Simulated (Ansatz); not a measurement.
**Sc$_{5}$Pd$_{4}$Rh$_{6}$: reading a single point**

```
Sc Pd Rh
1.0
    -1.95910    4.66032    6.48272
     3.91820    0.00000    0.00000
     1.95910    4.66032   -6.48272
Sc Pd Rh
5 4 6
Direct
  0.00000 0.00000 0.00000
  0.27248 0.27248 0.72752
  0.72752 0.72752 0.27248
  0.67190 0.50000 0.67190
  0.32810 0.50000 0.32810
  0.43572 0.16844 0.09884
  0.90116 0.16844 0.56428
  0.56428 0.83156 0.90116
  0.09884 0.83156 0.43572
  0.72997 0.35364 0.02269
  0.97731 0.35364 0.27003
  0.27003 0.64636 0.97731
  0.02269 0.64636 0.72997
  0.41114 0.91114 0.58886
  0.58886 0.08886 0.41114
```

Single point in Ansatz 0.2.0 with r2SCAN, no spin polarisation. Cutoff 500 eV, PAW datasets, 6×6×6 Γ-centred k mesh, cold filling (width 0.089 eV).

Problem. Which atom feels the largest force, and which way?

Solution. The largest is on Rh11 (and as large on other atoms): 1.37 eV/Å, components (0.00, 0.24, 1.35). It makes 100° with the line to a nearest neighbour, Rh10 at 2.31 Å.

Problem. Is the cell too large or too small?

Solution. The pressure is 23.0 GPa (compression positive), so with the atoms held at these fractions the cell would first expand; the forces are large, so a full relaxation may end otherwise. The principal stresses 15.3, 21.7, 32.1 GPa differ, so its shape would change too.

Problem. Describe some of the short contacts.

Solution. Rh–Rh at 2.30 Å: least valence density 0.75 e/Å³ and ELF 0.25 there. Pd–Rh at 2.39 Å: least valence density 0.61 e/Å³ and ELF 0.23 there. Sc–Rh at 2.66 Å: least valence density 0.29 e/Å³ and ELF 0.15 there. Both are smooth PAW fields, read partly inside the augmentation spheres.

Problem. What happens at the Fermi level?

Solution. It is a metal, with about 13 states/eV a cell as the mean within 0.25 eV of the Fermi level, mostly Rh d (50 %), Pd d (20 %) and Sc d (18 %).

Origin: a known structure type with other elements, at an estimated volume, so it need not be a known compound. Caveats: atoms or cell far from equilibrium.
